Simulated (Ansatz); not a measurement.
Start of a relaxation of Y3NbN4:

```cif
data_structure
_symmetry_space_group_name_H-M 'P 1'
_symmetry_Int_Tables_number 1
_cell_length_a 4.1635
_cell_length_b 4.1635
_cell_length_c 7.8956
_cell_angle_alpha 90.000
_cell_angle_beta 90.000
_cell_angle_gamma 90.000
_cell_volume 136.87
loop_
_atom_site_label
_atom_site_type_symbol
_atom_site_fract_x
_atom_site_fract_y
_atom_site_fract_z
_atom_site_occupancy
Y1 Y 0.00000 0.50000 0.26582 1
Y2 Y 0.50000 0.00000 0.26582 1
Y3 Y 0.00000 0.00000 0.80162 1
Nb1 Nb 0.50000 0.50000 0.55557 1
N1 N 0.00000 0.50000 0.93369 1
N2 N 0.50000 0.00000 0.93369 1
N3 N 0.00000 0.00000 0.37458 1
N4 N 0.50000 0.50000 0.78166 1
```

Method: Ansatz, DFT PBE, scalar-relativistic, plane waves, PAW. Cutoff 420 eV, Gaussian smearing, Γ-centred meshes. Cell and atoms relax first on a coarse mesh and then on a finer one. In between, the cell is made exact in the group found at 0.06 Å. In metals the finer mesh still leaves noise of several meV/atom or more. The steps can't lower the symmetry of their start. No spin polarisation.

A guess keeps its type if space group and coordination stay and the shape of the cell changes little (axis ratios within about 15 %, angles within 6°); the volume may change.

Problem. Does this structure survive the relaxation?

Solution. It doesn't keep its type. The symmetry stays P4mm (No. 99). The volume per atom grows by 56.9 %, from 17.1 to 26.9 Å³. The shortest distance goes from 1.79 Å (Nb–N) to 1.66 Å (Nb–N). The ratio c/a of the conventional cell changes by a factor of 1.14. Counting neighbours within 15 % of an atom's shortest distance, the start has N 1/4/5, Nb 1, Y 2/4 and the end N 1/3/5, Nb 1, Y 3/5. In detail, at the end Y on a site of symmetry 2mm has 1 N at 2.10 Å, 2 N at 2.32 Å, 6 Y at 3.27–3.45 Å and 2 Nb at 3.62 Å; around Nb lie 1 N at 1.66 Å and 4 Y at 3.62 Å; around N on a site of symmetry 2mm lie 1 Y at 2.10 Å and 2 Y at 2.36 Å; 3 more sites not described.

```yaml
crystal:
  lattice:
    - [4.62951, 0.00000, 0.00000]
    - [0.00000, 4.62951, 0.00000]
    - [0.00000, 0.00000, 10.02275]
  atoms:
    - { symbol: Y, position: [0.00000, 0.50000, 0.23188] }
    - { symbol: Y, position: [0.50000, 0.00000, 0.23188] }
    - { symbol: Y, position: [0.00000, 0.00000, 0.97684] }
    - { symbol: Nb, position: [0.50000, 0.50000, 0.51007] }
    - { symbol: N, position: [0.00000, 0.50000, 0.02220] }
    - { symbol: N, position: [0.50000, 0.00000, 0.02220] }
    - { symbol: N, position: [0.00000, 0.00000, 0.24127] }
    - { symbol: N, position: [0.50000, 0.50000, 0.67611] }
```

The last run used an 8×8×4 mesh (in the run's order of axes) for its 8-atom cell and Gaussian smearing of 0.10 eV. Weakly bound directions are ill-defined at this level, which has no dispersion term. Symmetry constrained the relaxation, so the result can be a saddle point.

In counts of neighbours, a slash parts the counts of unlike sites.
